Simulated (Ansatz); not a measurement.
TaSi$_{2}$:
```xyz
9
Lattice="4.7619 0.0000 0.0000 -2.3810 4.1240 0.0000 0.0000 0.0000 6.5531" Properties=species:S:1:pos:R:3 pbc="T T T"
Ta     2.3810     0.0000     0.0000
Ta     1.1905     2.0620     2.1844
Ta    -1.1905     2.0620     4.3687
Si     0.0000     1.3122     0.0000
Si     3.6255     0.6561     2.1844
Si     1.2445     3.4678     4.3687
Si     2.3810     2.8117     0.0000
Si    -1.2445     3.4678     2.1844
Si     1.1364     0.6561     4.3687
```

Relaxed with PBEsol.

**Question.** Which orbitals make up the states near the Fermi level in the program Ansatz at the PBEsol level (PAW)?

**Answer.** Within 0.5 eV of the Fermi level: Ta 5d 68 %, Si 3p 23 %. Projections are on Löwdin-orthogonalised atomic valence shells; empty p or d shells of many metals are not among them.

**Question.** Tabulate the density of states.

**Answer.** States/eV per cell of 9 atoms, in 0.25 eV bins, energy from the Fermi level.

```
E (eV)  total  Ta 5d  Si 3p  Si 3s
------  -----  -----  -----  -----
-7.85    2.75   0.57   0.84   1.14
-7.60    2.32   0.51   0.66   0.98
-7.35    1.97   0.39   0.62   0.81
-7.10    3.08   0.65   0.95   1.25
-6.85    2.24   0.50   0.71   0.87
-6.60    1.55   0.35   0.58   0.49
-6.35    1.56   0.34   0.74   0.34
-6.10    2.14   0.48   1.16   0.31
-5.85    3.26   0.72   1.94   0.32
-5.60    3.87   0.94   2.23   0.45
-5.35    4.30   1.01   2.58   0.43
-5.10    2.38   0.59   1.29   0.32
-4.85    3.23   0.84   1.77   0.37
-4.60    3.61   1.03   1.95   0.36
-4.35    3.66   1.11   1.87   0.37
-4.10    2.83   0.88   1.38   0.33
-3.85    3.24   1.05   1.57   0.39
-3.60    3.56   1.13   1.76   0.46
-3.35    4.10   1.42   1.95   0.48
-3.10    4.91   1.89   2.31   0.44
-2.85    7.26   3.02   3.43   0.45
-2.60    7.35   3.27   3.45   0.32
-2.35   11.14   5.45   4.96   0.31
-2.10   11.27   5.81   4.77   0.26
-1.85    5.99   2.97   2.52   0.23
-1.60    4.85   2.65   1.75   0.23
-1.35    3.68   2.25   1.11   0.17
-1.10    2.82   1.80   0.78   0.12
-0.85    1.92   1.26   0.51   0.08
-0.60    1.73   1.15   0.44   0.07
-0.35    1.68   1.14   0.39   0.07
-0.10    3.34   2.25   0.83   0.09
0.15     3.32   2.27   0.72   0.13
0.40     1.84   1.27   0.36   0.08
0.65     2.04   1.44   0.35   0.09
0.90     2.12   1.44   0.36   0.15
1.15     2.33   1.36   0.50   0.28
1.40     3.48   1.36   1.11   0.73
1.65     2.64   1.03   0.84   0.46
1.90     5.49   2.25   1.79   0.77
2.15     4.31   1.90   1.30   0.56
2.40     6.62   3.10   1.79   0.74
2.65     7.04   3.03   1.87   0.86
2.90     6.33   2.62   1.60   0.82
3.15     5.90   2.22   1.55   0.65
3.40     5.74   2.22   1.51   0.66
3.65     6.72   2.84   1.69   0.73
3.90     7.58   3.28   1.85   0.95
4.15     7.36   3.21   1.71   0.98
4.40     6.20   2.53   1.54   0.85
4.65     6.38   2.40   1.90   0.78
```

Space group P6_222. The cell was relaxed with PBEsol under the symmetry of its start; of distortions, only those at the zone centre were tested. No spin polarisation was allowed. Scalar-relativistic: spin–orbit coupling is off unless named, which matters more the heavier the elements.

Potentials: the later of the program's two PAW sets.
